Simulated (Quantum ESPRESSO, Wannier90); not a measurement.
ZrO2 (P4₂/nmc), plane waves to Wannier functions

```
begin unit_cell_cart
ang
    3.6001700000    0.0000000000    0.0000000000
    0.0000000000    3.6001700000    0.0000000000
    0.0000000000    0.0000000000    5.2251600000
end unit_cell_cart
begin atoms_frac
Zr   0.0000000000  0.0000000000  0.0000000000
Zr   0.5000000000  0.5000000000  0.5000000000
O    0.0000000000  0.5000000000  0.3017700000
O    0.0000000000  0.5000000000 -0.1982300000
O    0.5000000000  0.0000000000  0.1982300000
O    0.5000000000  0.0000000000 -0.3017700000
end atoms_frac
```

Materials Project entry mp-2574; symmetrised, unrelaxed at this level. COD (Crystallography Open Database) has the formula in 4 space groups, this one among them (matched by group alone). Level: PBE, no spin polarisation, no spin-orbit coupling; pw.x of Quantum ESPRESSO at 68 Ry with PseudoDojo potentials, 8×8×6 k-points, Wannier90. Density: 8×8×6 mesh, cold smearing 0.01 Ry.

Bands 25-28 form an isolated set from 4.07 to 5.67 eV relative to the valence-band maximum (on the path) and are turned into 4 Wannier functions by minimising the spread from the start: SCDM (isolated).

### Question
Where do the functions sit, how wide are they and what are they made of?

### Answer
```tsv
functions	spread (Å²)	nearest atom, distance (Å)	second atom, distance (Å)	weight on atomic waves
4	3.35	Zr 0.00	O 2.08	Zr 4d 85 %, O 2p 8 %
```

Ω_I = 13.34 Å², Ω_total = 13.40 Å²; the interpolated bands follow pw.x to 1.7 meV rms on the path. Only this start was tried; a symmetric start can stop on a saddle, and mixtures of these functions could lower the total by at most Ω_total − Ω_I.
